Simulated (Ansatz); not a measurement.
## TiC: from a starting cell to a relaxed one

The start is a relaxed TiC cell with every coordinate shifted by Gaussian noise of σ = 0.2 Å. Cell shape, volume and atoms are optimised at zero target pressure with PBEsol (plane waves to 420 eV, PAW, scalar-relativistic; Ansatz, a program for electronic structure). First-step values are on the input's coarse k-mesh.

Ansatz input (later rounds restart from its end on a renewed k-mesh):
Ansatz 0.2 input:
```yaml
crystal:
  lattice:
    - [0, 2.1466586696, 2.1466586696]
    - [2.1466586696, 0, 2.1466586696]
    - [2.1466586696, 2.1466586696, 0]
  atoms:
    - { symbol: C, position: [-0.1238631063, 0.0206125245, -0.0561311279] }
    - { symbol: Ti, position: [0.5090734404, 0.5263979495, 0.4684608698] }
basis: { ecutwfc: 420, ecutrho_ratio: 4, xc_grid: 2, fft_grid_basis: typed }
kpoints: { mp_grid: { grid: [9, 9, 9] } }
hamiltonian:
  xc: pbesol
  dispersion: none
  pseudopotentials: { kind: paw }
scf: { occupations: { method: fermi_dirac, width: 0.05 } }
relax: { f_tol: 0.01, max_steps: 100, cell: { stress_tol: 0.02 } }
output: { forces: true, stress: true }
```

**Question.** How large is the pressure on the unrelaxed cell, and of which sign?

**Answer.** +26 GPa (positive: the cell is compressed).

**Question.** Which atoms feel the largest initial force, and how large is it?

**Answer.** About 4.9 eV/Å, on C1, Ti2 (atoms numbered as listed).

**Question.** By how much does the energy per atom fall from start to end?

**Answer.** 0.52 eV/atom.

**Question.** Is the parent structure recovered?

**Answer.** It returns to the parent structure, Fm-3m (No. 225).

**Question.** How do the shortest distances between atoms change?

**Answer.** The closest pairs of elements (up to four, under 3.6 Å), start → end: C–Ti 1.83 → 2.15 Å; Ti–Ti 3.04 → 3.04 Å; C–C 3.04 → 3.04 Å.

**Question.** What band gap does the relaxed structure have at this level?

**Answer.** Zero (metallic).

Final values are on a 19×19×19 k-mesh of the relaxed cell. No spin polarisation in the result.
